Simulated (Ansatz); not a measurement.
Space group P4/nmm:1 (No. 129). a = 3.970 Å, b = 3.970 Å, c = 8.779 Å, α = 90.00°, β = 90.00°, γ = 90.00°
```json
{"atom": "Ca", "site": "2c", "symmetry": "4mm", "x": "0.0000", "y": "0.5000", "z": "0.1359"}
{"atom": "H", "site": "2a", "symmetry": "-4m2", "x": "0.0000", "y": "0.0000", "z": "0.0000"}
{"atom": "I", "site": "2c", "symmetry": "4mm", "x": "0.0000", "y": "0.5000", "z": "0.6874"}
```

Equation of state of this CaHI structure (not necessarily the ground state), with shape and atoms relaxed at each volume where symmetry leaves them free. These are results of Ansatz, DFT PBEsol, scalar-relativistic, plane waves, PAW, not measurements.

Cutoff 420 eV; k points 6×6×4 on the computed 6-atom cell (Γ-centred); Gaussian smearing, width 0.02 eV; no spin polarisation.

```json
{"V (Å³/atom)": "21.679", "E − E(largest V) (meV/atom)": "2.22", "P (GPa)": "1.18", "gap on mesh (eV)": "2.79"}
{"V (Å³/atom)": "22.371", "E − E(largest V) (meV/atom)": "-1.24", "P (GPa)": "0.51", "gap on mesh (eV)": "2.94"}
{"V (Å³/atom)": "23.063", "E − E(largest V) (meV/atom)": "-2.15", "P (GPa)": "-0.01", "gap on mesh (eV)": "3.08"}
{"V (Å³/atom)": "23.755", "E − E(largest V) (meV/atom)": "-1.44", "P (GPa)": "-0.31", "gap on mesh (eV)": "3.24"}
{"V (Å³/atom)": "24.447", "E − E(largest V) (meV/atom)": "0.00", "P (GPa)": "-0.38", "gap on mesh (eV)": "3.41"}
```

Q: Fit a third-order Birch–Murnaghan equation to E(V).

A: V0 = 23.04 Å³/atom, B0 = 12 GPa, B0' = 18.1. B0' is unusual or poorly fixed by this range. Weakly bound parts are held here without a dispersion correction, so V0, B0 and B0' are rough as values of the real crystal.

Spin-orbit coupling is left out, which matters for the bands of heavy elements. The cell holds layers, and where no dispersion correction was added their binding is poorly described.

The gaps are read on the mesh, which can miss the band edges, so they can be too wide.